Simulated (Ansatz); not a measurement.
Values for one crystal, relaxed and computed with the program Ansatz at the r²SCAN level (PAW); other levels are named.

* **Volume per atom**: 11.91 Å³
* **Electronic character**: metallic (no gap)
* **Formation energy from the elements (no fitted shifts)**: -0.47 eV/atom
* **Density of states at the Fermi level**: 0.28 states/eV per atom (mean over ±0.08 eV)

Problem. Which of these materials gives this?
(A) YSiNi, Pnma (Y on 4c, Si on 4c, Ni on 4c)
(B) ZrSiRu, P-62m (Zr on 3g, Si on 1b, Si on 2c, Ru on 3f)
(C) SiNi, Pnma (Si on 4c, Ni on 4c)
(D) Ni6Ge2B, P-62m (Ni on 3f, Ni on 3g, Ge on 2c, B on 1b)

Solution. C, SiNi, Pnma (Si on 4c, Ni on 4c)

Symmetry was held in the r²SCAN relaxation. The run is not spin-polarised. The references are the lowest solids computed at this level, not always the standard phases.

Potentials: the earlier of the program's two PAW sets.
